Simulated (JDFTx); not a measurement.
WC(1 1 -2 0) slab cut from bulk WC (space group P-6m2, indices of the conventional cell, lattice of the Materials Project entry mp-1894, not re-optimised): 12 atoms in 6 planes, a 1x1 cell of 14.34 Å² (|a| = 2.839, |b| = 5.052 Å), 7.3 Å between the outermost planes, C/W outermost, slab composition W6C6, cell height 23.3 Å, 8×4×1 k mesh, Fermi smearing 0.01 Ha, no spin polarisation. Whether this polymorph is the ambient one wasn't checked.

Computed with a modified build of JDFTx: PBE, GBRV ultrasoft potentials, plane waves to 20/100 Ha. Vacuum. The outer atoms relax from bulk positions, keeping the cell's symmetry; the lattice is not PBE's own optimum in this code, and that strain can shift the moves by a few hundredths of an ångström. Input:

```
lattice \
  5.3657639473 0.0000000000 0.0000000000 \
  0.0000000000 9.5462955243 0.0000000000 \
  0.0000000000 0.0000000000 44.0306187038
coords-type Lattice
ion C 0.5000000000 0.8333333330 -0.1564694200 1
ion C 0.5000000000 0.3333333330 -0.0938816520 0
ion C 0.5000000000 0.8333333330 -0.0312938840 0
ion C 0.5000000000 0.3333333330 0.0312938840 0
ion C 0.5000000000 0.8333333330 0.0938816520 0
ion C 0.5000000000 0.3333333330 0.1564694200 1
ion W 0.0000000000 0.5000000000 -0.1564694200 1
ion W 0.0000000000 0.0000000000 -0.0938816520 0
ion W 0.0000000000 0.5000000000 -0.0312938840 0
ion W 0.0000000000 0.0000000000 0.0312938840 0
ion W 0.0000000000 0.5000000000 0.0938816520 0
ion W 0.0000000000 0.0000000000 0.1564694200 1
ion-species pseudo/c_pbe_v1.2.upf
ion-species pseudo/w_pbe_v1.2.upf
elec-cutoff 20 100
elec-ex-corr gga-PBE
coulomb-interaction Slab 001
coulomb-truncation-embed 0 0 0
kpoint-folding 8 4 1
elec-smearing Fermi 0.01
lcao-params 10
elec-n-bands 72
electronic-scf nIterations 100 energyDiffThreshold 1e-07
ionic-minimize nIterations 10 energyDiffThreshold 1e-5 knormThreshold 4e-4
dump-name vac.$VAR
dump End State Ecomponents EigStats BandEigs Forces ElecDensity IonicPositions Fillings Kpoints Dtot
```

How far do the free atoms of the upper face move along the normal, and how much energy is released?

W (atom 12) -0.09 Å, C (atom 6) -0.15 Å (positive: outward). The free energy falls by 0.846 eV per cell, 473 mJ/m².
